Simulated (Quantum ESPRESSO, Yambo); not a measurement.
MgS2 (space group C2/m, No. 12): static response along x against the Γ-centred k mesh (Yambo on norm-conserving LDA (Quantum ESPRESSO, 84 Ry, no spin-orbit coupling) bands; 46 bands, 4 Ry block). The smallest direct LDA gap is 0.89 eV. Axes are Cartesian, with cell vectors (Å) (3.40, -1.93, 0.00), (3.40, 1.93, 0.00), (-2.24, 0.00, 4.51).

```csv
k mesh,"ε(0), independent particles","ε(0), RPA with local fields",rough Yambo cost
4×4×2,9.55,8.80,about 1/4
4×4×4,7.30,6.61,about 1/4
6×6×4,6.29,5.60,about 1/2
8×8×6,5.75,5.05,1
```

The last step changes the RPA value by 11 %: not yet converged. Electronic response only; costs are rough.

Geometry relaxed with LDA; primitive cell a = 3.906 Å, b = 3.906 Å, c = 5.033 Å, α = 112.80°, β = 112.80°, γ = 59.15°.

The structure is a Materials Project entry; no match was found in the copy of COD used, and its stability was not checked.
